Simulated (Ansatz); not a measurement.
LuZn2, in the lowest among the structures calculated here: Imma (No. 74), oI12; a = 4.333 Å, b = 6.761 Å, c = 7.403 Å, α = β = γ = 90.00°; Lu 4e (0.000, 0.250, 0.530); Zn 8h (0.000, 0.042, 0.166). Method: PBEsol (plane waves to 420 eV, PAW, scalar-relativistic; Ansatz, a quantum-chemistry and plane-wave program). Element references, the lowest calculated here: Lu (P6₃/mmc, non-magnetic), Zn (P6₃/mmc).

Problem. Predict the formation energy of this Imma form of LuZn2 from the elements from PBEsol.

Solution. -0.38 eV/atom.

Static energies, no anion corrections, no zero-point energy. Values are rounded to 0.01 eV/atom. The compounds carry no spin polarisation.
